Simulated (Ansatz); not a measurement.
# TiPbO₄ in Ansatz, relaxation

The input file (Ansatz 0.2.0, plane waves):

```yaml
crystal:
  lattice:
    - [0.0, 5.37022756, 0.0]
    - [5.37022756, 0.0, 0.0]
    - [2.68511328, 2.68511328, -5.98245635]
  atoms:
    - { symbol: Pb, position: [0.625, 0.875, 0.25] }
    - { symbol: Pb, position: [0.375, 0.125, 0.75] }
    - { symbol: Ti, position: [0.875, 0.625, 0.75] }
    - { symbol: Ti, position: [0.125, 0.375, 0.25] }
    - { symbol: O, position: [0.6581, 0.3095, 0.9118] }
    - { symbol: O, position: [0.8095, 0.4301, 0.4118] }
    - { symbol: O, position: [0.9301, 0.7787, 0.9118] }
    - { symbol: O, position: [0.2787, 0.1581, 0.4118] }
    - { symbol: O, position: [0.3419, 0.6905, 0.0882] }
    - { symbol: O, position: [0.1905, 0.5699, 0.5882] }
    - { symbol: O, position: [0.0699, 0.2213, 0.0882] }
    - { symbol: O, position: [0.7213, 0.8419, 0.5882] }
  symmetry: { tolerance: 0.0003 }
kpoints:
  mp_grid: { grid: [4, 4, 4], shift: [0, 0, 0] }
magnetization:
  spin_polarized: false
scf:
  occupations: { method: fermi_dirac }
  lower_state_search: "off"
hamiltonian:
  pseudopotentials: { kind: paw }
  xc: r2scan
basis:
  ecutwfc: 500
  fft_grid_basis: typed
relax:
  max_steps: 40
  cell: { p_target: 0.0 }
  f_tol: 0.03
output:
  forces: true
  stress: true
  eigenvalues: true
  bader: true
  populations: true
  elf: true
  write_potential: true
  volumetric_format: npy
  dos:
    e_range: [-12, 8]
    de: 0.05
    projected: { site_lists: { O: [O], Pb: [Pb], Ti: [Ti] } }
  write_density: true
checkpoint:
  read: saved_state
```

The command:

```bash
ansatz run input.yaml --threads 2 --pin off --max-ram 2560MiB --backend cpu --events-out ev --progress --plain --runs-dir out
```

Origin of the cell: a known structure type with other elements, at an estimated volume, so it need not be a known compound.

The smearing width isn't typed, so it takes its default of 0.1 eV.

The saved state is a converged single point of the same cell.

Output (shortened):

```
SCF iter   1: F=-33398.071108 eV  HF=-33398.061277 eV  Δρ=1.60e-3  dr2=1.35e-3  dr2_τ=1.90e-3
SCF iter   2: F=-33398.071591 eV  HF=-33398.072221 eV  Δρ=6.32e-4  dr2=7.25e-4  dr2_τ=6.97e-5
SCF iter   3: F=-33398.072064 eV  HF=-33398.072093 eV  Δρ=1.90e-4  dr2=5.55e-5  dr2_τ=1.00e-5
SCF iter   4: F=-33398.072159 eV  HF=-33398.072158 eV  Δρ=3.16e-5  dr2=1.29e-6  dr2_τ=2.41e-7
SCF iter   5: F=-33398.072160 eV  HF=-33398.072160 eV  Δρ=7.95e-6  dr2=7.78e-8  dr2_τ=8.60e-9
relax step   1: F+E_penalty+E_count = -33398.072160 eV  Δ(F+E_penalty+E_count) = +0.000e0 eV  max|allowed force component| = 2.849e0 eV/Å  Δτ_max = 0.0000 Å  P = -0.873 GPa  Ω = 172.530 Å³  ( […]
relax step   2: F+E_penalty+E_count = -33401.617225 eV  Δ(F+E_penalty+E_count) = -3.545e0 eV  max|allowed force component| = 1.550e0 eV/Å  Δτ_max = 0.1349 Å  P = -3.228 GPa  Ω = 149.440 Å³  e […]
relax step   3: F+E_penalty+E_count = -33402.699958 eV  Δ(F+E_penalty+E_count) = -1.083e0 eV  max|allowed force component| = 4.856e-1 eV/Å  Δτ_max = 0.1058 Å  P = +5.237 GPa  Ω = 135.714 Å³ […]
relax step   4: F+E_penalty+E_count = -33402.946223 eV  Δ(F+E_penalty+E_count) = -2.463e-1 eV  max|allowed force component| = 1.762e-1 eV/Å  Δτ_max = 0.0842 Å  P = -0.402 GPa  Ω = 138.702 Å³ […]
relax step   5: F+E_penalty+E_count = -33403.026992 eV  Δ(F+E_penalty+E_count) = -8.077e-2 eV  max|allowed force component| = 1.375e-1 eV/Å  Δτ_max = 0.1019 Å  P = +0.189 GPa  Ω = 139.417 Å³ […]
relax step   6: F+E_penalty+E_count = -33403.037567 eV  Δ(F+E_penalty+E_count) = -1.057e-2 eV  max|allowed force component| = 1.774e-2 eV/Å  Δτ_max = 0.0208 Å  P = -0.010 GPa  Ω = 138.883 Å³ […]
relax step   7: F+E_penalty+E_count = -33403.038012 eV  Δ(F+E_penalty+E_count) = -4.451e-4 eV  max|allowed force component| = 9.809e-3 eV/Å  Δτ_max = 0.0047 Å  P = -0.053 GPa  Ω = 138.742 Å³ […]
relax step   8: F+E_penalty+E_count = -33403.038063 eV  Δ(F+E_penalty+E_count) = -5.130e-5 eV  max|allowed force component| = 1.455e-3 eV/Å  Δτ_max = 0.0005 Å  P = -0.000 GPa  Ω = 138.702 Å³ […]
relax step   9: F+E_penalty+E_count = -33403.016294 eV  Δ(F+E_penalty+E_count) = +2.177e-2 eV  max|allowed force component| = 2.253e-3 eV/Å  Δτ_max = 0.0000 Å  P = +0.038 GPa  Ω = 138.702 Å³  stress off target by 4.22e-2 GPa […]
SCF 9 converged in 7 iterations: F = -33403.016294 eV  dr2 = 3.39e-11
basis re-selected at this cell: Δ(F+E_penalty+E_count) = +2.177e-2 eV, ΔP = +0.038 GPa vs the last step (what re-selecting the basis moved, of the pressure what is left beyond the Pulay corre […]
SCF converged after 7 iterations
Free energy (F): -33403.016294 eV
Harris-Foulkes:  -33403.016294 eV  (|F-HF|=7.28e-12)
Internal energy: -33403.016218 eV  (E = F + TS)
E sigma→0 (E₀):  -33403.016256 eV
Entropy (-TS):   -0.000076 eV (-0.006 meV/atom)
Fermi energy:    9.931722 eV
--- Per-component energies (eV) ---
  E_band       = -454.383185
  E_kinetic    = 2539.042051
  E_local      = -5977.429598  (includes V_loc(G=0)·N_el)
  E_nonlocal   = 1100.325710
  E_hartree    = 2280.838590
  E_xc         = -1180.024005
  E_vxc        = -1388.414791  (∫ρ·V_xc dr)
  E_paw        = -24286.231831  (= ΣΔE_a)
  E_vpaw       = -1381.688537  (= ΣTr[D̂ρ^β])
  E_aug_tail   = 0.008272  (compensation charges beyond the density's cutoff)
  E_vtau       = 92.096252  (kinetic-family band-sum trace: ∫τ·v_τ [+ j·A + Jᵃ·Aᵃ] dr)
  E_ewald      = -7880.713971
  E_core_change = 1.168563  (= ΣΔE_core)
  E_smearing   = -0.000076  (= −TS)
  Σ components = -33403.016294   (vs F -33403.016294, Δ=0.00e0)
--- Forces (eV/Å), atoms counted from 1 ---
  atom   1  Pb    -0.000000     0.000000    -0.000000
  atom   2  Pb     0.000000    -0.000000     0.000000
  atom   3  Ti    -0.000000    -0.000000    -0.000000
  atom   4  Ti     0.000000     0.000000     0.000000
  atom   5  O     -0.002208    -0.002253    -0.000503
  atom   6  O      0.002253    -0.002208    -0.000503
  atom   7  O      0.002208     0.002253    -0.000503
  atom   8  O     -0.002253     0.002208    -0.000503
  atom   9  O      0.002208     0.002253     0.000503
  atom  10  O     -0.002253     0.002208     0.000503
  atom  11  O     -0.002208    -0.002253     0.000503
  atom  12  O      0.002253    -0.002208     0.000503
  max |Σ_I F_I| component: 1.21e-17 eV/Å
--- Stress (GPa, compression-positive) ---
        0.036054       0.000004       0.000000
       -0.000004       0.036054       0.000000
        0.000000       0.000000       0.042217
  P = ⅓ Tr σ = 0.0381 GPa (0.381 kbar)
--- Relaxed structure (8 steps of the walk, 8 accepted, 1 SCFs on fresh bases) ---
  F+E_penalty+E_count = -33403.016294 eV   max|allowed force component| = 2.253e-3 eV/Å   (the final SCF, on the basis selected at the relaxed cell)
  cell:  # Å, volume = 138.7023 Å³
    - [-4.385e-15, 5.023855, -2.099e-7]
    - [5.023855, -4.385e-15, -2.099e-7]
    - [2.511927, 2.511927, -5.495529]
  atoms:
    - { symbol: Pb, position: [0.625, 0.875000, 0.250000] }
    - { symbol: Pb, position: [0.375000, 0.125000, 0.750000] }
    - { symbol: Ti, position: [0.875, 0.625000, 0.750000] }
    - { symbol: Ti, position: [0.125000, 0.375, 0.250000] }
    - { symbol: O, position: [0.596274, 0.287319, 0.917180] }
    - { symbol: O, position: [0.787319, 0.486546, 0.417180] }
    - { symbol: O, position: [0.986546, 0.795502, 0.917180] }
    - { symbol: O, position: [0.295502, 0.096274, 0.417180] }
    - { symbol: O, position: [0.403726, 0.712681, 0.082820] }
    - { symbol: O, position: [0.212681, 0.513454, 0.582820] }
    - { symbol: O, position: [0.013454, 0.204498, 0.082820] }
    - { symbol: O, position: [0.704498, 0.903726, 0.582820] }
--- Löwdin populations: 12 sites ---
  site symbol       q [e]
     0     Pb     12.3685
     1     Pb     12.3685
     2     Ti     10.5587
     3     Ti     10.5587
     4      O      6.7093
     5      O      6.7093
     6      O      6.7093
     7      O      6.7093
     8      O      6.7093
     9      O      6.7093
    10      O      6.7093
    11      O      6.7093
  spilling = 0.004713 (of n_electrons = 100.000000)
--- Bader charges: 12 sites ---
  site symbol  charge [e]  shift [e]
     0     Pb      2.2444     0.0018
     1     Pb      2.2444     0.0018
     2     Ti      2.3022     0.0064
     3     Ti      2.3022     0.0064
     4      O     -1.1367     0.0021
     5      O     -1.1366     0.0021
     6      O     -1.1367     0.0021
     7      O     -1.1367     0.0021
     8      O     -1.1366     0.0021
     9      O     -1.1366     0.0021
    10      O     -1.1366     0.0021
    11      O     -1.1367     0.0021
  estimated error of the sums over rays = 3.1e-4 e
```

Before:

Space group I4_1/a (No. 88); the run's cell has a = 5.370 Å, b = 5.370 Å, c = 7.086 Å, α = 67.73°, β = 67.73°, γ = 90.00°. Shortest distances: O–Ti 1.75 Å, O–Pb 2.58 Å, O–O 2.83 Å.

The relaxed structure.

Space group I4_1/a (No. 88); the run's cell has a = 5.024 Å, b = 5.024 Å, c = 6.544 Å, α = 67.43°, β = 67.43°, γ = 90.00°. Shortest distances: O–Ti 1.85 Å, O–Pb 2.17 Å, O–O 2.67 Å, Pb–Ti 3.55 Å.

```yaml
Free_energy_lowered_by: 412.0 meV/atom
Volume_change: -19.61 %
Final_pressure: 0.04 GPa
Relaxation_steps_listed: 9
Formation_energy_elements_under_the_same_functional_gases_as_molecules_uncorrected: -2.059 eV/atom
Gap_on_the_mesh: 1.89 eV
```

Caveats: no spin-orbit coupling, though heavy elements are present; the relaxation held the start's symmetry, so the end may be a saddle point.

It ran for 3.1 min on 2 threads of Arm Neoverse V1 (shared host), peak memory 0.98 GiB, from a saved density.
